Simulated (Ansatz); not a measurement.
## Calculated quadrupolar parameters for CaH2F4

The cell is a Materials Project structure (computed, not necessarily an observed phase), atoms as given.

Space group Fddd:1 (No. 70); a = 5.5555, b = 10.0765, c = 10.5316 Å.

```csv
site,Wyckoff,site symmetry,x,y,z
Ca,8b,222,0.5000,0.5000,0.5000
H,16g,..2,0.2500,0.2500,0.3693
F,32h,1,0.4117,0.3193,0.3680
```

One atom of each set is listed; the run and its k-mesh use a cell of 14 atoms with edges of 7.29, 5.95, 5.75 Å.

Computed with Ansatz: DFT, PBE, plane waves and PAW, scalar-relativistic, 420 eV cutoff, Γ-centred 6×6×6 k-points, Fermi–Dirac smearing 0.02 eV.

C_Q = eQV_zz/h, which is 24.18 MHz for Q = 1 b and V_zz = 10²¹ V/m²; η = (V_xx − V_yy)/V_zz.

⁴³Ca: I = 7/2, Q = -40.80 mb; 2H: I = 1, Q = 2.858 mb. Nuclear quadrupole moments: year-2017 set (Pyykkö).

```json
{"site": "Ca", "atoms": "2", "first shell": "8 F at 2.34–2.36 Å", "V_zz (10²¹ V/m²)": "0.79", "η": "0.26", "C_Q (MHz)": "-0.784"}
{"site": "H", "atoms": "4", "first shell": "2 F at 1.14 Å, angle 179°", "V_zz (10²¹ V/m²)": "1.02", "η": "0.00", "C_Q (MHz)": "0.070"}
{"site": "F", "atoms": "8", "first shell": "1 H at 1.14 Å; also 2 Ca at 2.34–2.36 Å", "V_zz (10²¹ V/m²)": "10.53", "η": "0.41", "C_Q (MHz)": "–"}
```

At H V_zz points along the line of its two bonds (within 1°). At F V_zz points along its bond to H (within 1°).

F has no stable isotope with a ground-state quadrupole moment in the table, so no C_Q is given.
